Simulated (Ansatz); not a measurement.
NbSi₂ in space group P6_422 (No. 181; Nb on 3c, Si on 6i) at seven volumes, r²SCAN (plane waves, PAW; program Ansatz), shape and atoms relaxed at each. One row is withheld.

| V (Å³/atom) | P (GPa) |
|---|---|
| 13.250 | 21.05 |
| 13.686 | 12.89 |
| 14.123 | ? |
| 14.560 | 0.00 |
| 14.997 | -5.05 |
| 15.433 | -9.33 |
| 15.870 | -12.97 |

Fit the shown pressures and predict the withheld one.

P = (3/2)B₀(x^(7/2) − x^(5/2))[1 + (3/4)(B′ − 4)(x − 1)] with x = (V₀/V)^(2/3). Least squares on the six rows gives V₀ = 14.560 Å³/atom, B₀ = 182 GPa, B′ = 4.37. At V = 14.123, x = 1.0205 and P = 5.93 GPa. The run itself gave 5.93 GPa.

The workflow started from a Materials Project entry (that database holds measured and hypothetical structures alike); the Crystallography Open Database files this formula in space group No. 181, but the cells were not matched. Its standing as an ambient phase is unchecked. The r²SCAN relaxation kept the symmetry of its start; whether a distortion lowers the energy is not shown. No spin polarisation was allowed.

Potentials: the later of the program's two PAW sets.
